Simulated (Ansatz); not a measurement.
Density of states of a Zr2Nb3Cu3 cell (a random packing after short dynamics, relaxed), per eV and atom, broadened by Gaussian smearing of width 0.1 eV and averaged over bins of 0.3 eV, from 8 eV under the Fermi level at most up to where the solved bands end.

All numbers below come from Ansatz, DFT PBE, scalar-relativistic, plane waves, PAW.

Cutoff 420 eV; k points 5×5×5 on the computed 16-atom cell (Γ-centred); Gaussian smearing, width 0.10 eV; no spin polarisation.

```yaml
crystal:
  lattice:
    - [6.78599, 0.36185, 0.30000]
    - [0.34179, 6.92533, -0.06120]
    - [0.26740, -0.09883, 5.86639]
  atoms:
    - { symbol: Nb, position: [0.83293, 0.82737, 0.20124] }
    - { symbol: Nb, position: [0.05777, 0.46466, 0.48564] }
    - { symbol: Nb, position: [0.83684, 0.80838, 0.67591] }
    - { symbol: Nb, position: [0.11969, 0.11385, 0.98727] }
    - { symbol: Nb, position: [0.24960, 0.76973, 0.75475] }
    - { symbol: Nb, position: [0.79507, 0.24999, 0.24963] }
    - { symbol: Cu, position: [0.34669, 0.38193, 0.78420] }
    - { symbol: Cu, position: [0.06443, 0.05996, 0.48384] }
    - { symbol: Cu, position: [0.60509, 0.60597, 0.96981] }
    - { symbol: Cu, position: [0.38937, 0.34757, 0.17203] }
    - { symbol: Cu, position: [0.01375, 0.51191, 0.98202] }
    - { symbol: Cu, position: [0.52103, 0.00783, 0.97873] }
    - { symbol: Zr, position: [0.45813, 0.07056, 0.48408] }
    - { symbol: Zr, position: [0.76323, 0.26365, 0.76793] }
    - { symbol: Zr, position: [0.26232, 0.74812, 0.22893] }
    - { symbol: Zr, position: [0.57693, 0.56658, 0.46973] }
```

```
E − E_F (eV) total Cu 3d Nb 4d Zr 4d Cu 4s
       -7.10  0.016  0.000  0.000  0.000  0.006
       -6.80  0.061  0.001  0.001  0.001  0.025
       -6.50  0.093  0.001  0.002  0.002  0.043
       -6.20  0.129  0.003  0.005  0.004  0.065
       -5.90  0.104  0.004  0.006  0.005  0.056
       -5.60  0.116  0.005  0.008  0.006  0.046
       -5.30  0.144  0.010  0.013  0.009  0.055
       -5.00  0.254  0.026  0.030  0.019  0.090
       -4.70  0.416  0.078  0.074  0.041  0.126
       -4.40  0.534  0.189  0.102  0.060  0.108
       -4.10  1.246  0.807  0.161  0.097  0.070
       -3.80  2.147  1.590  0.238  0.139  0.032
       -3.50  2.809  2.217  0.287  0.143  0.038
       -3.20  2.990  2.506  0.220  0.126  0.037
       -2.90  2.196  1.821  0.163  0.099  0.027
       -2.60  1.592  1.215  0.172  0.085  0.028
       -2.30  0.957  0.436  0.267  0.115  0.030
       -2.00  0.981  0.285  0.391  0.163  0.028
       -1.70  0.966  0.217  0.430  0.198  0.030
       -1.40  1.132  0.190  0.570  0.241  0.029
       -1.10  1.113  0.142  0.583  0.265  0.024
       -0.80  1.075  0.116  0.574  0.259  0.026
       -0.50  1.098  0.099  0.577  0.281  0.031
       -0.20  0.994  0.075  0.506  0.264  0.030
        0.10  0.866  0.057  0.430  0.252  0.020
```

The columns after the total are the largest Löwdin projections on the valence shells of the potentials, so they needn't add up, and the weight of a shell that a potential lacks goes to other orbitals. The cell has no gap on the mesh.

Cost: 2 runs of about 19 core-minutes in all (earlier runs that led there not counted), on Intel Xeon Platinum 8259CL (Skylake/Cascade Lake) (shared hosts).